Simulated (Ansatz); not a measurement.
Relaxed-ion elastic tensor of NiGe (CsCl type, Pm-3m) in GPa (Voigt order), the program Ansatz at the r²SCAN level (PAW); density 8.62 g/cm³, 12.65 Å³ per atom.

```tsv
	1	2	3	4	5	6
1	172	141	141	0.0	0.0	0.0
2	141	172	141	0.0	0.0	0.0
3	141	141	172	0.0	0.0	0.0
4	0.0	0.0	0.0	9.6	0.0	0.0
5	0.0	0.0	0.0	0.0	9.6	0.0
6	0.0	0.0	0.0	0.0	0.0	9.6
```

Q: Is the crystal mechanically stable?

A: Yes: the smallest eigenvalue of C is 9.6 GPa.

Q: Work out the Voigt, Reuss and Hill averages.

A: K_V = 151, K_R = 151, K_H = 151; G_V = 11.9, G_R = 11.3, G_H = 11.6 GPa.

Q: Give Young's modulus, Poisson's ratio, Pugh's ratio and the universal anisotropy index.

A: E = 9KG/(3K + G) = 34.0 GPa; ν = 0.46; K/G = 13.02 (ductile by the Pugh limit of 1.75); A_U = 5G_V/G_R + K_V/K_R − 6 = 0.28.

Q: Estimate the sound speeds and the Debye temperature.

A: v_l = √((K + 4G/3)/ρ) = 4400 m/s, v_t = √(G/ρ) = 1160 m/s, mean 1320 m/s; Θ = (h/k)(3n/4πV)^(1/3) v_m = 169 K.

Q: Give the Zener ratio and Young's modulus along [100], [110] and [111].

A: A = 2C44/(C11 − C12) = 0.62; 1/E = S11 − 2(S11 − S12 − S44/2)Γ with Γ = 0, 1/4, 1/3 gives 44.9, 31.0, 28.1 GPa.

A made-up cell: these elements were put on the sites of a structure type; neither database checked (COD, Materials Project) lists it. COD files the formula under space group No. 62, so this cell is another polymorph or a model. Its standing as an ambient phase is unchecked. Symmetry was held in the r²SCAN relaxation; its stability against distortions is not shown here. The workflow began spin-polarised and lost its moments. As this level gives no gap, shear constants depend on the k-mesh and smearing (Fermi–Dirac, 0.1 eV here).

Potentials: the later of the program's two PAW sets.
